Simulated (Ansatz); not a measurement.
Consider the following.

Relaxed GaAs (zinc blende):

```
CELL_PARAMETERS angstrom
      0.00000     2.82951     2.82951
      2.82951     0.00000     2.82951
      2.82951     2.82951     0.00000
ATOMIC_POSITIONS crystal
  As 0.75000 0.75000 0.75000
  Ga 0.00000 0.00000 0.00000
```

In each cell atom 2 (Ga, nearest neighbour As at 2.450 Å; its periodic images, 4.0 Å or more away, move with it) moves by s·(1.000, 0.000, 0.000) (along Cartesian x), the rest being held.

These are PBEsol (plane waves to 420 eV, PAW, scalar-relativistic; Ansatz, a quantum-chemistry and plane-wave program) values and carry that method's errors. k mesh 8×8×8 (Γ-centred), Fermi-Dirac smearing 0.05 eV. Energies are smeared free energies. GaAs was relaxed with its symmetry unable to fall. ΔE is measured from the undisplaced structure.

The scan covers s from -0.250 to 0.250 Å in 11 points.

Task: Is this a single well or a double well?

Result: A single well with its minimum at or next to zero displacement.

Task: Is the energy the same for equal positive and negative displacements?

Result: Even: the same for both signs. With its periodic images moving along, the atom's site symmetry in this cell is -43m.

Task: What is the force constant k = d²E/ds² of this move at s = 0?

Result: 9.15 eV/Å².

Task: With two atoms in the cell this is the zone-centre optical mode. What wavenumber follows (transverse: no LO-TO term)?

Result: 263 cm⁻¹.

(A displaced cell: forces are minus the slopes of the energy, force constants its curvatures, and phonons follow from these.)
